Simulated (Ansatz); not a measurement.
## TiAs: computed property card

TiAs:
```yaml
crystal:
  lattice:
    - [3.64035, 0.00000, 0.00000]
    - [-1.82018, 3.15264, 0.00000]
    - [0.00000, 0.00000, 12.04118]
  atoms:
    - { symbol: Ti, position: [0.33333, 0.66667, 0.11742] }
    - { symbol: Ti, position: [0.66667, 0.33333, 0.88258] }
    - { symbol: Ti, position: [0.66667, 0.33333, 0.61742] }
    - { symbol: Ti, position: [0.33333, 0.66667, 0.38258] }
    - { symbol: As, position: [0.00000, 0.00000, 0.00000] }
    - { symbol: As, position: [0.00000, 0.00000, 0.50000] }
    - { symbol: As, position: [0.33333, 0.66667, 0.75000] }
    - { symbol: As, position: [0.66667, 0.33333, 0.25000] }
```

Space group P6_3/mmc (No. 194); conventional cell a = 3.640 Å, b = 3.640 Å, c = 12.041 Å, α = 90.00°, β = 90.00°, γ = 120.00°.

Method: the program Ansatz at the r²SCAN level (PAW). Geometry: relaxed at this level of theory. Other levels are named where they apply.

### Cell and energy

* **Volume per atom**: 17.27 Å³
* **Density**: 5.90 g/cm³

### Electronic structure

- Electronic character: metallic (no gap)
- Density of states at the Fermi level: 0.44 states/eV per atom (mean over ±0.08 eV)
- Gap with spin–orbit coupling: none (metallic)

### Mechanics

- Bulk modulus (Birch–Murnaghan fit): 1260 kbar
- Pressure derivative B′: 4.1
- Elastic constants (relaxed ions, GPa): C11 = 201, C12 = 76.5, C13 = 93.1, C33 = 215, C44 = 120
- Mechanical stability: stable (all eigenvalues of C positive)
- Hill bulk and shear moduli: 127 and 79.4 GPa
- Young's modulus: 197 GPa
- Poisson's ratio: 0.24
- Debye temperature from the elastic constants: 468 K

### Phonons

- Highest zone-centre frequency = 305 cm⁻¹
- Zone-centre stability = no imaginary mode at Γ

### Charges

* **Bader charges**: Ti +1.45, As -1.55 to -1.36 e

The workflow started from a Materials Project entry (that database holds measured and hypothetical structures alike); the Crystallography Open Database files this formula in space group No. 194, but the cells were not matched. Its standing as an ambient phase is unchecked. Symmetry was held in the r²SCAN relaxation. No spin polarisation was allowed. As this level gives no gap, shear constants depend on the k-mesh and smearing (Fermi–Dirac, 0.1 eV here). As this level gives no gap, phonon frequencies hold no LO–TO term and depend on the k-mesh and smearing (Fermi–Dirac, 0.1 eV here). Scalar-relativistic: spin–orbit coupling is off unless named, which matters more the heavier the elements.

Potentials: the later of the program's two PAW sets.
